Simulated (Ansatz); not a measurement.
# Al2O3: from a starting cell to a relaxed one

The start is a randomly generated symmetric cell of Al2O3 (space group No. 200). Cell shape, volume and atoms are optimised at zero target pressure with r2SCAN (plane waves to 500 eV, PAW, scalar-relativistic; Ansatz, an electronic-structure program).

Ansatz input (later rounds restart from its end on a renewed k-mesh):
Ansatz 0.2 input:
```yaml
crystal:
  lattice:
    - [4.62555, 0, 0]
    - [0, 4.62555, 0]
    - [0, 0, 4.62555]
  atoms:
    - { symbol: Al, position: [0, 0.5, 0.5] }
    - { symbol: Al, position: [0.5, 0, 0.5] }
    - { symbol: Al, position: [0.5, 0.5, 0] }
    - { symbol: Al, position: [0.5, 0.5, 0.5] }
    - { symbol: O, position: [0.83825391, 0.5, 0] }
    - { symbol: O, position: [0.16174609, 0.5, 0] }
    - { symbol: O, position: [0, 0.83825391, 0.5] }
    - { symbol: O, position: [0, 0.16174609, 0.5] }
    - { symbol: O, position: [0.5, 0, 0.83825391] }
    - { symbol: O, position: [0.5, 0, 0.16174609] }
basis: { ecutwfc: 500, ecutrho_ratio: 4, xc_grid: 4, fft_grid_basis: typed }
kpoints: { mp_grid: { grid: [7, 7, 7] } }
hamiltonian:
  xc: r2scan
  dispersion: none
  pseudopotentials: { kind: paw }
scf: { occupations: { method: fermi_dirac, width: 0.05 } }
relax: { f_tol: 0.01, max_steps: 100, cell: { stress_tol: 0.02 } }
output: { forces: true, stress: true }
```

**Question.** What pressure does the first self-consistent step give?

**Answer.** +64.8 GPa (positive: the cell is compressed).

**Question.** Which atoms feel the largest initial force, and how large is it?

**Answer.** 3.92 eV/Å, on O5, O6, O7, O8, O9, O10 (atoms numbered as listed).

**Question.** By how much does the energy per atom fall from start to end?

**Answer.** 0.71 eV/atom.

**Question.** How does the volume change?

**Answer.** +82.2 %, from 9.90 to 18.03 Å³/atom.

**Question.** How do the shortest distances between atoms change?

**Answer.** The closest pairs of elements (up to four, under 3.6 Å), start → end: O–O 1.50 → 2.36 Å; Al–O 1.56 → 1.64 Å; Al–Al 2.31 → 2.82 Å.

**Question.** Is the relaxed structure metallic? Give its gap.

**Answer.** No gap on the sampled points, where the bands overlap only slightly; such a result is sensitive to mesh and level.

**Question.** Give the final cell and atomic positions.

**Answer.** 
```cif
data_Al4O6
_chemical_formula_sum 'Al4 O6'
_space_group_name_H-M_alt 'Pm-3'
_space_group_IT_number 200
_space_group_name_Hall '-P 2 2 3'
_cell_length_a 5.64936
_cell_length_b 5.64936
_cell_length_c 5.64936
_cell_angle_alpha 90.000
_cell_angle_beta 90.000
_cell_angle_gamma 90.000
loop_
_atom_site_label
_atom_site_type_symbol
_atom_site_symmetry_multiplicity
_atom_site_Wyckoff_symbol
_atom_site_fract_x
_atom_site_fract_y
_atom_site_fract_z
_atom_site_occupancy
Al1 Al 3 c 0.00000 0.50000 0.50000 1
Al2 Al 1 b 0.50000 0.50000 0.50000 1
O1 O 6 g 0.00000 0.20901 0.50000 1
```

The space group stays Pm-3 (No. 200) (the run could not lower it), with 10 atoms in the primitive cell. Final values are on a 8×8×8 k-mesh of the relaxed cell. No spin polarisation in the result.

The run could not lose the symmetry of its start: the end is stationary, and may be a saddle point rather than a minimum.

The relaxed structure here is a generated cell of Al2O3: the first start was made by a random draw of sites in a space group, and the end was not matched to a known phase here, so it may be hypothetical. Known forms of Al2O3 include space group No. 167.
